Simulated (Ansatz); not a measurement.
A: BeSe (zinc blende), a = b = c = 5.178 Å, α = β = γ = 90.00°
B: BN (zinc blende), a = 3.625 Å, b = 3.625 Å, c = 3.625 Å, α = 90.00°, β = 90.00°, γ = 90.00°
C: CdO (rock salt), a = b = c = 4.768 Å, α = β = γ = 90.00°
D: KI (rock salt), a = b = c = 7.181 Å, α = β = γ = 90.00°

Scan: energy against volume (even scaling of the relaxed cell, symmetry kept). One method and one kind of scan serve all of them; meshes and ranges differ. All were relaxed with their symmetry unable to fall. Spin-orbit coupling is left out. The relaxed volume of KI is well above the measured one; the method has no dispersion term.

Problem. Order them by bulk modulus (fitted) (highest first) at the level PBE (plane waves to 420 eV, PAW, scalar-relativistic; Ansatz, a quantum-chemistry and plane-wave program).

Solution. B (371 GPa), C (126 GPa), A (75.1 GPa), D (10.6 GPa)

(A scan under strain: stresses follow from slopes of the energy per volume, elastic moduli from its curvatures.)
